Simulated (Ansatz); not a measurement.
Computed frozen-phonon scan: MgO (rock salt)

Starting cell, MgO (rock salt):

```
CELL_PARAMETERS angstrom
      0.00000     4.25375     4.25375
      2.12687     2.12687     4.25375
      2.12687     2.12687     0.00000
ATOMIC_POSITIONS crystal
  O  0.00000 0.00000 0.00000
  O  0.50000 0.00000 0.00000
  Mg 0.00000 0.50000 0.50000
  Mg 0.50000 0.50000 0.50000
```

The atoms are displaced by Q × the pattern below (from a DFPT mode at X = (0.5, 0.5, 0.0), largest move 1; Q in Å), at fixed cell. (q is in reciprocal vectors of the primitive cell; the cell shown is doubled to hold the pattern.)

```
atom      x      y       z
----  -----  -----  ------
O1    0.000  0.000  -1.000
O2    0.000  0.000   1.000
Mg3   0.000  0.000  -0.091
Mg4   0.000  0.000   0.091
```

Computed with PBE (plane waves to 420 eV, PAW, scalar-relativistic; Ansatz, a program for electronic structure). k mesh 13×13×13 (Γ-centred), Fermi-Dirac smearing 0.05 eV. E stands for the smeared free energy. Stress and pressure are positive under compression. MgO was relaxed with its symmetry unable to fall. The zero of ΔE is the undisplaced structure.

```
Q (Å)   ΔE (meV/cell)  P (GPa)  −dE/dQ from forces (eV/Å)
------  -------------  -------  -------------------------
-0.180            546     3.49                      6.214
-0.150            377     2.40                      5.106
-0.120            240     1.53                      4.037
-0.090            134     0.86                      3.000
-0.060             59     0.38                      1.987
-0.030             15     0.10                      0.990
0.000               0     0.01                      0.000
0.030              15     0.10                     -0.990
0.060              59     0.38                     -1.987
0.090             134     0.86                     -3.000
0.120             240     1.53                     -4.037
0.150             377     2.40                     -5.106
0.180             546     3.49                     -6.214
```

Summary:

| Property | Value |
|---|---|
| Energy at Q = 0.180 Å | 546 meV/cell |
| Space group of the distorted cell | P4/nmm (No. 129), lowered from Fm-3m |
| Symmetry of the curve | even: the same for both signs |
| Shape of the curve | a single well with its minimum at or next to zero displacement |
| Harmonic wavenumber from the curvature (finite differences) | 526 cm⁻¹ |
| Wavenumber by perturbation theory (DFPT, on another k mesh) | 526 cm⁻¹ |

(For displaced atoms, the force is minus the slope of the energy, and its curvature is a force constant, which sets phonon frequencies.)
